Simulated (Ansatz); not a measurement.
Q: Each is relaxed and computed with DFT-r²SCAN in the program Ansatz with PAW potentials. Which is the only one with a gap?
A. GeTePt, P2_13 (Ge on 4a, Te on 4a, Pt on 4a)
B. YAl2Ge2, P-3m1 (Y on 1a, Al on 2d, Ge on 2d)
C. GePt, Pnma (Ge on 4c, Pt on 4c)
D. NiGePd, P4/nmm (Ni on 2a, Ge on 2c, Pd on 2c)

A: A, GeTePt, P2_13 (Ge on 4a, Te on 4a, Pt on 4a). GeTePt: gap 0.37 eV (indirect); GePt: metal; YAl2Ge2: metal; NiGePd: metal. Standing as an ambient phase not checked: GeTePt, P2_13 (Ge on 4a, Te on 4a, Pt on 4a); YAl2Ge2, P-3m1 (Y on 1a, Al on 2d, Ge on 2d); NiGePd, P4/nmm (Ni on 2a, Ge on 2c, Pd on 2c). All cells were relaxed under the symmetry of their starts (and spin orders); stability against distortions was not tested throughout. Rows with no word on spin ran without spin polarisation. Spin–orbit coupling is left out wherever it is not named.

Potentials: the earlier of the program's two PAW sets.
